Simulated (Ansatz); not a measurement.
ZrO₂ in space group Pnma (No. 62; Zr on 4c, O on 4c, O on 4c), r²SCAN in the plane-wave PAW code Ansatz, all energies at zero smearing, with the estimated change up to a 700 eV cutoff added, with one set of potentials and settings (totals compare only within such a set). Cell of 12 atoms (4 Zr, 8 O): -21351.892 eV.

```json
[
 {"element": "Zr", "reference phase": "P6_3/mmc, 2 atoms in the cell", "E (eV/atom)": "-4195.0260"},
 {"element": "O", "reference phase": "C2/m, 4 atoms in the cell, spin-polarised", "E (eV/atom)": "-566.0281"}
]
```

Formation energy per atom, worked out: (-21351.892 − 4×(-4195.0260) − 8×(-566.0281))/12 = -3.630 eV/atom (-350 kJ per mol of atoms), at 0 K, without zero-point energy or fitted corrections.

The first step of the workflow began from a Materials Project structure, measured or hypothetical; the Crystallography Open Database copy checked does not list it. It is not the phase usual at ambient conditions (space group No. 14). The r²SCAN relaxation kept the symmetry of its start; whether a distortion lowers the energy is not shown. No spin polarisation was allowed. The references are the lowest solids computed at this level, not always the standard phases (solids in place of the gases).

Potentials: the later of the program's two PAW sets.
